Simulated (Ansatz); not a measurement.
Sr (fcc, Cu type)

```
CELL_PARAMETERS angstrom
      0.00000     6.02891     6.02891
      3.01445     3.01445     6.02891
      3.01445     3.01445     0.00000
ATOMIC_POSITIONS crystal
  Sr 0.00000 0.00000 0.00000
  Sr 0.50000 0.00000 0.00000
```

A phonon eigenvector at X = (0.5, 0.5, 0.0) is frozen into this cell: atom i moves by Q times the vector below, so Q is the largest atomic displacement, in Å. The cell is held. It is one choice among 2 degenerate patterns. (q is in reciprocal vectors of the primitive cell; the cell shown is doubled to hold the pattern.)

```json
[
 {"atom": "Sr1", "x": "0.000", "y": "1.000", "z": "0.000"},
 {"atom": "Sr2", "x": "0.000", "y": "-1.000", "z": "0.000"}
]
```

These are PBE (plane waves to 420 eV, PAW, scalar-relativistic; Ansatz, an electronic-structure program) values and carry that method's errors. k mesh 13×13×13 (Γ-centred), Fermi-Dirac smearing 0.05 eV. E stands for the smeared free energy. With partly filled bands, energies and forces of such displacements shift with the k mesh and the smearing. Sr was relaxed with its symmetry unable to fall. The PAW data are Ansatz's earlier set. The zero of ΔE is the undisplaced structure. The last digit holds for this mesh only.

```csv
Q (Å),ΔE (meV/cell)
-0.2800,151.8
-0.2333,withheld
-0.1867,67.5
-0.1400,38.0
-0.0933,16.9
-0.0467,4.2
0.0000,0.0
0.0467,4.2
0.0933,16.9
0.1400,38.0
0.1867,67.5
0.2333,withheld
0.2800,151.8
```

Task: Fit an even polynomial form (powers 2, 4) to the given rows and predict ΔE at Q = 0.2333.

Result: Least squares on the 11 given rows: ΔE = (1938)·Q² + (-24.58)·Q⁴, in meV/cell with Q in Å; root-mean-square residual 0.02 meV/cell. At 0.2333 the fit gives 105.4 meV/cell; the calculation gives 105.5 meV/cell, so the interpolation is off by -0.1 (-0.1 %). The quadratic term alone would give 105.5 meV/cell.

(A displaced cell: forces are minus the slopes of the energy, force constants its curvatures, and phonons follow from these.)
